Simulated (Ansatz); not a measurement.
BP:
```xyz
2
Lattice="0.0000 2.2683 2.2683 2.2683 0.0000 2.2683 2.2683 2.2683 0.0000" Properties=species:S:1:pos:R:3 pbc="T T T"
P      3.4025     3.4025     3.4025
B      0.0000     0.0000     0.0000
```

x, y and z are the axes in which the lattice vectors are written.

Problem. Give the high-frequency dielectric tensor and the Born effective charge tensors of the independent atoms from DFPT, DFT-r²SCAN in the program Ansatz with PAW potentials.

Solution. 
ε∞:
```
8.74  0.00  0.00
0.00  8.74  0.00
0.00  0.00  8.74
```
Z* of atom 1 (P), rows: field, columns: displacement, in e:
```
0.46  0.00  0.00
0.00  0.46  0.00
0.00  0.00  0.46
```
Z* of atom 2 (B), rows: field, columns: displacement, in e:
```
-0.46   0.00   0.00
 0.00  -0.46   0.00
 0.00   0.00  -0.46
```

Static charges for comparison (Bader): P1 -0.64, B2 +0.64 e. Born charges measure polarisation by displacement and can exceed these by far.

Space group F-43m (zinc blende). The r²SCAN relaxation kept the symmetry of its start.

Potentials: the later of the program's two PAW sets.
